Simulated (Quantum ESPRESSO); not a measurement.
## Al2InGaAs4 (convergence and cost over cutoff and k mesh)

A calculation, not a measurement. The program is pw.x of Quantum ESPRESSO 7.5 (plane-wave density functional theory). The cell is made up: 8 atoms on a zincblende/diamond lattice, with randomly drawn elements, strain and displacements, not relaxed. PseudoDojo standard norm-conserving files (v0.5 for PBE, v0.4.1 for LDA and PBEsol) set the functional; there is no spin polarisation, spin-orbit coupling or dispersion term, and the masses in the input are unused placeholders.

Input of the run in row 4:

```
&control calculation='scf', pseudo_dir='./dojo.nc.sr.pbe.v0_5.standard.upf', outdir='./o', disk_io='medium', tprnfor=.true., tstress=.true. /
&system ibrav=0, nat=8, ntyp=4, nbnd=52, ecutwfc=84.00895049, nosym=.true., tot_charge=0,
 occupations='smearing', smearing='fd', degauss=0.0018374661
/
&electrons conv_thr=7.350e-09, electron_maxstep=60, /
ATOMIC_SPECIES
Al 1.0 Al.upf
As 1.0 As.upf
Ga 1.0 Ga.upf
In 1.0 In.upf
CELL_PARAMETERS angstrom
5.7527 0.0 0.0
0.0 5.7527 0.0
0.0 0.0 5.7527
ATOMIC_POSITIONS angstrom
Al 0.0013 -0.0101 0.0102
In -0.0055 2.8899 2.8995
Al 2.9001 -0.0137 2.8405
Ga 2.8371 2.8934 -0.003
As 1.4571 1.4434 1.4318
As 1.4404 4.3108 4.3021
As 4.3413 1.4052 4.3149
As 4.3407 4.3222 1.4319
K_POINTS automatic
4 4 4 1 1 1
```

The same cell was run at these settings. Meshes are shifted by half a step, and differences are from the last row, which is itself not exact.

| cutoff (eV) | k mesh | k points solved | threshold (eV) | free energy less the last row's (eV) | pressure (GPa) | largest stress difference (GPa) | largest force difference (eV/Å) | iterations | wall time (s) | k-point pools | processor |
| --- | --- | --- | --- | --- | --- | --- | --- | --- | --- | --- | --- |
| 800 | 2 x 2 x 2 | 4 | 1e-04 | 11.139 | -76.60 | 80.61 | 0.100 | 7 | 14 | 4 | Intel Xeon, 2023 or later |
| 1143 | 2 x 2 x 2 | 4 | 1e-07 | 0.497 | 4.28 | 0.29 | 0.041 | 11 | 29 | 4 | Intel Xeon, 2023 or later |
| 754 | 4 x 4 x 4 | 32 | 1e-07 | 22.008 | -138.79 | 142.78 | 0.020 | 10 | 54 | 4 | Intel Xeon, 2023 or later |
| 1143 | 4 x 4 x 4 | 32 | 1e-07 | 0.011 | 3.99 | 0.00 | 0.002 | 11 | 126 | 4 | Intel Xeon, 2023 or later |
| 1437 | 6 x 6 x 6 | 108 | 1e-07 | 0.000 | 3.99 | 0.00 | 0.000 | 11 | 479 | 4 | Intel Xeon, 2023 or later |

Each pool is one process. Wall times include start-up and a band step at six k points, which weighs most on the coarsest meshes. The runs were on shared virtual cores whose load varied, so times are rough.